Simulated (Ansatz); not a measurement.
CaBr₂:
```xyz
6
Lattice="6.8092 0.0000 0.0000 0.0000 6.8092 0.0000 0.0000 0.0000 4.3603" Properties=species:S:1:pos:R:3 pbc="T T T"
Ca     0.0000     0.0000     0.0000
Ca     3.4046     3.4046     2.1802
Br     5.4606     1.3486     2.1802
Br     1.3486     5.4606     2.1802
Br     2.0560     2.0560     0.0000
Br     4.7532     4.7532     0.0000
```

DFT-r²SCAN in the program Ansatz with PAW potentials gives a gap of 5.00 eV without spin–orbit coupling, maximum at Γ, minimum at Γ.

Q: What happens when spin–orbit coupling is switched on?

A: The gap falls by 0.02 eV, to 4.98 eV; maximum at Γ, minimum at Γ.

Q: Give the electron effective mass with spin–orbit coupling.

A: 0.53, 1.0, 1.0 mₑ (principal values).

Q: Give the hole effective mass with spin–orbit coupling.

A: 1.7, 1.7, 2.1 mₑ (principal values).

Space group P4_2/mnm (rutile). The first step of the workflow began from a Materials Project structure, measured or hypothetical; the Crystallography Open Database copy checked does not list it. COD files the formula under space group No. 58, so this cell is another polymorph or a model. Its standing as an ambient phase is unchecked. The cell was relaxed with r²SCAN under the symmetry of its start; its stability against distortions is not shown here.

Potentials: the later of the program's two PAW sets.
